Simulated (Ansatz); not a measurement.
The end of the path is a generated cell of VSb: the first start was made by placing the elements on the sites of a structure type, and the end was not matched to a known phase here, so it may be hypothetical.

A geometry of VSb away from equilibrium: step 3 of the relaxation of a generated trial cell of VSb in the AFLOW prototype AB_tP4_129_c_c (B11, as in TiCu). Computed with PBEsol (plane waves to 420 eV, PAW, scalar-relativistic; Ansatz, a quantum-chemistry and plane-wave program). Γ-centred k-mesh 9×9×5 on the run's cell (coarser than for final values), Fermi–Dirac smearing 0.05 eV. The plane waves were selected for a different cell earlier on the path.

```
VSb
1.0
    3.45286     0.00000     0.00000
    0.00000     3.45286     0.00000
    0.00000     0.00000     6.22967
V Sb
2 2
Cartesian
  1.72643   0.00000   4.03071
  0.00000   1.72643   2.19896
  1.72643   0.00000   0.97247
  0.00000   1.72643   5.25721
```
Spin-polarised start, with parallel moments on V.

Question: What forces act on the atoms (eV/Å)?

Answer: 
```tsv
atom	Fx	Fy	Fz
V1	0.00	0.00	-0.80
V2	0.00	0.00	0.80
Sb3	0.00	0.00	1.45
Sb4	0.00	0.00	-1.45
```

The path ends in P4/nmm (No. 129). No spin polarisation in the result: the starting moments vanished. Without a van der Waals term the distances between weakly bound units are poorly fixed.

The run could not lose the symmetry of its start, so the end can be a saddle point.
